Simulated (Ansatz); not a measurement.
NbSi: one input, then a changed one

The cell was built from the wurtzite type and relaxed in the same program, and has space group P6_3/mmc; it needn't be a known or the stable phase. The relaxation left the symmetry of that type.

First run: DFT, PBE, all-electron LAPW, scalar-relativistic (Ansatz 0.2.0).

Command: `ansatz run input.yaml --threads 1 --pin off --max-ram 3072MiB --backend cpu --events-out ev --progress --plain --runs-dir out` The run took 82 s on 1 thread of Arm Neoverse V1, on a shared host.

```yaml
crystal:
  lattice:
    - [4.4076651727, 0.0, 0.0]
    - [-2.2038325864, 3.817150011, 0.0]
    - [0.0, 0.0, 4.9988071751]
  atoms:
    - { symbol: Nb, position: [0.3333333333, 0.6666666667, -0.0619998964] }
    - { symbol: Nb, position: [0.6666666667, 0.3333333333, 0.4380001036] }
    - { symbol: Si, position: [0.3333333333, 0.6666666667, 0.4379998964] }
    - { symbol: Si, position: [0.6666666667, 0.3333333333, 0.9379998964] }
kpoints:
  mp_grid: { grid: [10, 10, 6] }
  band_path:
    path:
      - [0.0, 0.0, 0.0]
      - [0.5, 0.0, 0.0]
      - [0.3333333333, 0.3333333333, 0.0]
      - [0.0, 0.0, 0.0]
      - [0.0, 0.0, 0.5]
      - [0.5, 0.0, 0.5]
      - [0.3333333333, 0.3333333333, 0.5]
      - [0.0, 0.0, 0.5]
      - [0.5, 0.0, 0.5]
    npoints: 14
scf:
  occupations: { method: fermi_dirac, width: 0.03 }
hamiltonian:
  xc: pbe
  pseudopotentials: { kind: all_electron, lapw: { basis_error: 0.001 } }
output:
  forces: true
  stress: true
  eigenvalues: true
  populations: true
  dos: { projected: true, de: 0.2, e_range: [-14, 8] }
```

Result: converged; pressure -0.03 GPa; no gap on the k mesh; 8 SCF iterations.

A second run of a changed input logged this at its end:

```
  k-point 55: bands = ["-393.8440", "-393.8440", "-301.7364", "-301.7364", "-301.7364", "-301.7364", "-301.7312", "-301.7312", "-151.2549", "-151.2549", "-151.2549", "-151.2549", "-151.2457", "-151.2457", "-151.2457", "-151.2457", "-151.2288", "-151.2288", "-97.0968", "-97.0968", "-53.1753", "-53.1753", "-53.0342", "-53.0342", "-53.0336", "-53.0336", "-16.6035", "-16.6035", "3.3267", "3.3267", "5.7057", "5.7057", "7.6413", "7.6413", "30.2708", "30.2708", "31.3964", "31.3964", "33.6951", "33.6951", "34.6054", "34.6054", "35.3868", "35.3868", "44.0148", "44.0148", "46.8458", "46.8458", "48.4199", "48.4199", "50.1784", "50.1784"]
--- Löwdin populations: 4 sites ---
  site symbol       q [e]
     0     Nb     42.4225
     1     Nb     42.4225
     2     Si     12.3777
     3     Si     12.3777
  spilling = 0.003634 (of n_electrons = 110.000000)
```

What was wrong with the input?

A lattice far too small, by this change (others could give a like log):
```diff
@@ -1,7 +1,7 @@
 crystal:
   lattice:
-    - [4.4076651727, 0.0, 0.0]
-    - [-2.2038325864, 3.817150011, 0.0]
-    - [0.0, 0.0, 4.9988071751]
+    - [3.08536562, 0.0, 0.0]
+    - [-1.54268281, 2.67200501, 0.0]
+    - [0.0, 0.0, 3.49916502]
   atoms:
     - { symbol: Nb, position: [0.3333333333, 0.6666666667, -0.0619998964] }
@@ -25,4 +25,5 @@
 scf:
   occupations: { method: fermi_dirac, width: 0.03 }
+  max_iter: 80
 hamiltonian:
   xc: pbe
@@ -33,4 +34,3 @@
   eigenvalues: true
   populations: true
-  dos: { projected: true, de: 0.2, e_range: [-14, 8] }
```
